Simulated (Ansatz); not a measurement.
HfO$_{2}$:
Space group Pbca (No. 61); a = 5.064 Å, b = 10.013 Å, c = 5.230 Å, α = 90.00°, β = 90.00°, γ = 90.00°

```
atom  site  symmetry       x       y       z
----  ----  --------  ------  ------  ------
Hf      8c         1  0.2547  0.1155  0.0350
O       8c         1  0.4976  0.4771  0.2385
O       8c         1  0.1275  0.2102  0.3742
```

Relaxed with r²SCAN. DFT-r²SCAN in the program Ansatz with PAW potentials gives a gap of 4.83 eV.

### Question
What gap does HSE06 give on the same cell (Ansatz, PAW)?

### Answer
5.97 eV, 1.14 eV more. The hybrid was solved on a coarser mesh and at special points; the gap given is the minimum over both.

```tsv
k	v1 r²SCAN	c1 r²SCAN	v1 HSE06	c1 HSE06
Γ	0.00	5.08	___	___
X	-0.18	4.94	___	___
Z	-0.23	5.37	-0.22	6.53
U	-0.47	5.25	___	___
Y	-0.05	5.36	___	___
S	-0.22	5.22	-0.24	6.39
T	-0.38	5.45	-0.39	6.62
R	-0.63	5.43	-0.66	6.61
```

### Question
Top valence (v1) and lowest conduction level (c1) in eV from each method's valence maximum (which need not be a listed point): supply the withheld HSE06 values.

### Answer

- Γ, v1 HSE06: 0.00
- Γ, c1 HSE06: 6.25
- U, v1 HSE06: -0.48
- U, c1 HSE06: 6.42
- Y, v1 HSE06: -0.06
- Y, c1 HSE06: 6.54
- X, v1 HSE06: -0.17
- X, c1 HSE06: 6.09

Cost on shared cores: the r²SCAN run (SCF on a 6×3×6 mesh, then bands and DOS) around 15 core-minutes (rough), the HSE06 run (SCF on 3×2×3, then a few points) about 14 core-minutes (a rough figure); the tasks are unlike.

The first step of the workflow began from a Materials Project structure, measured or hypothetical; the Crystallography Open Database files this formula in space group No. 61, but the cells were not matched. It is not the phase usual at ambient conditions (space group No. 14, 29). Symmetry was held in the r²SCAN relaxation; whether a distortion lowers the energy is not shown. The run is not spin-polarised. Spin–orbit coupling is left out wherever it is not named.

Potentials: the earlier of the program's two PAW sets.
